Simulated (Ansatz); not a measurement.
SiO₂:
```cif
data_O8Si4
_chemical_formula_sum 'Si4 O8'
_space_group_name_H-M_alt 'P 1'
_space_group_IT_number 1
_cell_length_a 5.03055
_cell_length_b 5.03055
_cell_length_c 7.01403
_cell_angle_alpha 90.000
_cell_angle_beta 90.000
_cell_angle_gamma 90.000
loop_
_space_group_symop_operation_xyz
  'x, y, z'
loop_
_atom_site_label
_atom_site_type_symbol
_atom_site_fract_x
_atom_site_fract_y
_atom_site_fract_z
_atom_site_occupancy
Si1 Si 0.20231 0.20231 0.00000 1
Si2 Si 0.29769 0.70231 0.75000 1
Si3 Si 0.79769 0.79769 0.50000 1
Si4 Si 0.70231 0.29769 0.25000 1
O1 O 0.60113 0.73974 0.67794 1
O2 O 0.76026 0.10113 0.42794 1
O3 O 0.39887 0.26026 0.17794 1
O4 O 0.23974 0.89887 0.92794 1
O5 O 0.10113 0.76026 0.57206 1
O6 O 0.26026 0.39887 0.82206 1
O7 O 0.89887 0.23974 0.07206 1
O8 O 0.73974 0.60113 0.32206 1
```

Relaxed with PBEsol. PBEsol (plane waves, PAW; program Ansatz) gives a gap of 5.57 eV.

Question: What gap does HSE06 give on the same cell (Ansatz, PAW)?

Answer: 7.40 eV, 1.83 eV more. The hybrid was solved on a coarser mesh and at special points; the gap given is the minimum over both.

```
k  v1 PBEsol  c1 PBEsol  v1 HSE06  c1 HSE06
-  ---------  ---------  --------  --------
Γ       0.00       5.57      0.00      7.40
Z      -0.39       6.79     -0.41      8.66
M      -0.55       8.56         ?         ?
A      -0.63       9.07         ?         ?
R      -0.17       7.82         ?         ?
X      -0.48       7.57         ?         ?
```

Question: Top valence (v1) and lowest conduction level (c1) in eV from each method's valence maximum (which need not be a listed point): supply the withheld HSE06 values.

Answer: 
- A, v1 HSE06: -0.66
- A, c1 HSE06: 11.04
- M, v1 HSE06: -0.57
- M, c1 HSE06: 10.51
- R, v1 HSE06: -0.18
- R, c1 HSE06: 9.89
- X, v1 HSE06: -0.50
- X, c1 HSE06: 9.49

Cost on shared cores: the PBEsol run (SCF on a 6×6×4 mesh, then bands and DOS) about 3 core-minutes (a rough figure), the HSE06 run (SCF on 3×3×3, then a few points) about 4 core-minutes (a rough figure); the tasks are unlike.

Space group P4_32_12. The first step of the workflow began from a Materials Project structure, measured or hypothetical; the Crystallography Open Database files this formula in space group No. 96, but the cells were not matched. It is not the phase usual at ambient conditions (space group No. 92, 152, 154). Symmetry was held in the PBEsol relaxation; whether a distortion lowers the energy is not shown.

Potentials: the later of the program's two PAW sets.
